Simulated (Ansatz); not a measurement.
SmZn3I2 (P-3m1)

Level of theory: Ansatz 0.2.0, DFT PBE, scalar-relativistic, plane waves, PAW, and for the lanthanide a 4f-in-core norm-conserving potential.

Cutoff 690 eV; k points 12×12×4 on the computed 6-atom cell (Γ-centred); Gaussian smearing, width 0.10 eV; no spin polarisation.

The structure is relaxed at this level of theory with its symmetry kept, and needn't be the ground state of this composition.

```
Sm Zn I
1.0
     4.35540    0.00000    0.00000
    -2.17770    3.77189    0.00000
     0.00000    0.00000   11.57027
Sm Zn I
1 3 2
Direct
  0.00000 0.00000 0.00000
  0.00000 0.00000 0.50000
  0.66667 0.33333 0.50156
  0.33333 0.66667 0.49844
  0.66667 0.33333 0.83308
  0.33333 0.66667 0.16692
```

```json
{
 "Space group": "P-3m1 (No. 164)",
 "Volume per atom": "213.8 bohr³",
 "Kohn–Sham band gap": "none (metal)",
 "Density of states at the Fermi level": "2.1 states/eV per cell"
}
```

Spin-orbit coupling is left out, which matters for the bands of heavy elements.

The cell was found from a structure generator's guess, not taken from experiment.

The lanthanide is trivalent by construction, without f bands, f moments or other valences.
